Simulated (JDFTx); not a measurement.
# Double layer at TiAl(100)

TiAl(100) slab cut from bulk TiAl (space group P4/mmm, indices of the conventional cell, lattice of the Materials Project entry mp-1953, not re-optimised): 5 atoms in 5 planes, a 1x1 cell of 11.43 Å² (|a| = 2.811, |b| = 4.066 Å), 5.4 Å between the outermost planes, Ti outermost, slab composition Ti3Al2, cell height 21.6 Å, 8×6×1 k mesh, Fermi smearing 0.01 Ha, no spin polarisation. Whether this polymorph is the ambient one wasn't checked. Neither spin polarisation nor a larger cell was tried.

Level of theory: PBE, GBRV ultrasoft potentials, plane waves to 20/100 Ha; code: a modified build of JDFTx. Outer atoms relaxed in vacuum, keeping the start's symmetry. The same nuclei were then put into each liquid, at zero charge and at set potentials or charges. The model has bare, unreconstructed faces and no explicit solvent. SHE scale: U = −μ/e − 4.44 V, by convention. Convergence in thickness and k mesh wasn't tested for this slab.

In vacuum the work function is 3.65 eV, which would put the uncharged electrode at -0.79 V vs SHE if the liquid did nothing. Each liquid moves the Fermi level of the neutral slab, now counted from the bulk liquid: CANDLE, water, 1 M NaF by 0.65 eV, to a potential of zero charge of -1.45 V; SCCS (g09 parameters), water, 1 M NaF by 0.29 eV, to a potential of zero charge of -1.09 V. The models of water differ by 0.36 V among themselves.

Charging:

```csv
liquid,U − U_pzc (V),σ (μC/cm²),σ/(U − U_pzc) (μF/cm²),Δγ (mJ/m²)
"SCCS (g09 parameters), water",-0.41,-8.6,21,-21
"SCCS (g09 parameters), water",-0.21,-5.5,26,-7
```

The mean capacitance runs from 21 to 26 μF/cm². Δγ, the grand free energy per area against the neutral surface, is negative throughout, since charging at a held potential lowers it. The cavity function reaches one half at 3.3 Å (CANDLE, water), 3.0 Å (SCCS (g09 parameters), water) above the top atoms; the models define their cavities differently. No specific adsorption of ions or solvent is in these numbers.
